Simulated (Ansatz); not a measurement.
W:
```xyz
2
Lattice="0.0000 2.9151 2.9151 2.9151 0.0000 2.9151 2.9151 2.9151 0.0000" Properties=species:S:1:pos:R:3 pbc="T T T"
W      1.4575     1.4575     1.4575
W      0.0000     0.0000     0.0000
```

Relaxed with PBE. Special points in fractions of this cell's reciprocal vectors: Γ (0.000, 0.000, 0.000); X (0.500, 0.000, 0.500); U (0.625, 0.250, 0.625); K (0.375, 0.375, 0.750); L (0.500, 0.500, 0.500); W (0.500, 0.250, 0.750).

### Question
List the band energies nearest the Fermi level at these points for DFT-PBE in the program Ansatz with PAW potentials.

### Answer
In eV from the Fermi level; about four levels below and three above (degenerate sets whole), none deeper than 8.9 eV; points with the same levels are listed once.

```json
[
 {"k": "Γ", "below": "-1.86 -1.86 -1.09 -1.09 -1.09", "above": "1.53 1.53 1.53"},
 {"k": "X", "below": "-1.32 -1.32 -1.16 -1.16", "above": "1.08 1.08 4.60 4.60"},
 {"k": "U", "below": "-2.39 -1.98 -1.56 -1.19", "above": "0.37 0.62 0.97"},
 {"k": "L", "below": "-1.64 -1.64 -1.25 -1.25 -0.43", "above": "2.67 2.67 4.27 4.27"},
 {"k": "W", "below": "-2.79 -2.79 -1.69 -1.69", "above": "0.06 0.06 0.21 0.21"}
]
```

Space group Fd-3m (diamond). A made-up cell: these elements were put on the sites of a structure type; neither database checked (COD, Materials Project) lists it. It is not the phase usual at ambient conditions (space group No. 229). Symmetry was held in the PBE relaxation. At this level the phase is mechanically unstable. The run is not spin-polarised. Spin–orbit coupling is left out wherever it is not named.

Potentials: the later of the program's two PAW sets.
